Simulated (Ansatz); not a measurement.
SiC built on the zincblende prototype, relaxed with r2SCAN: 5 runs in Ansatz 0.2.0, each a calculation of independent-particle optics. Space group F-43m (No. 216), cubic; conventional cell a = 4.356 Å, 10.33 Å³ an atom. Si has 4 C at 1.89 Å; C has 4 Si at 1.89 Å. Spin-unpolarised throughout.

```xyz
2
Lattice="0.0000 2.1781 2.1781 2.1781 0.0000 2.1781 2.1781 2.1781 0.0000" Properties=species:S:1:pos:R:3 pbc="T T T"
Si    0.0000    0.0000    0.0000
C     1.0890    1.0890    1.0890
```

On meshes this coarse, single peaks can be features of the mesh. No local fields, no excitons; the zone sum runs over the cells of the mesh, and ε∞ includes the bands left out of the spectrum. Up to four peaks are listed, those above 15 % of the tallest and inside the complete range; the four can differ from row to row. Rows marked drawn have settings drawn at random (some not listed).

```
functional    k mesh  broadening (eV)    scissors (eV)  range (eV)  settings  direct gap on the mesh before scissors (eV)  ε∞ xx  ε∞ yy  ε∞ zz  complete up to (eV)  tallest peaks of mean ε₂ (eV)
       PBE  10×10×10              0.1             0.00        0–13    chosen                                         4.55   7.19   7.19   7.19                 13.0                      6.90 8.20
    r2SCAN  10×10×10              0.1             0.00        0–13    chosen                                         5.05   6.54   6.54   6.54                 13.0                      7.50 8.80
       LDA  10×10×10              0.1             0.00        0–13    chosen                                         4.51   7.29   7.29   7.29                 13.0                 6.80 7.60 8.10
       PBE  10×10×10              0.1  1.18 (to HSE06)        0–13    chosen                                         4.55   6.36   6.36   6.36                 13.0                      8.05 9.35
    r2SCAN  12×12×12             0.03             0.60        0–10     drawn                                         5.05   6.16   6.16   6.16                 10.0                      8.00 9.40
```

The fundamental gap is indirect (1.36 eV with PBE on 10×10×10); the table holds the direct one.

Measured values to set these runs against:
- ε∞: 6.49 (high-frequency dielectric constant; visible/NIR optical measurements, literature average; average of published experimental values; polytype label garbled in the row, 3C inferred from single dielectric constant; quoted in “Infrared properties of SiC particles”, 1999, arxiv:astro-ph/9903031)
The calculated ε∞ leaves out local fields and excitons.
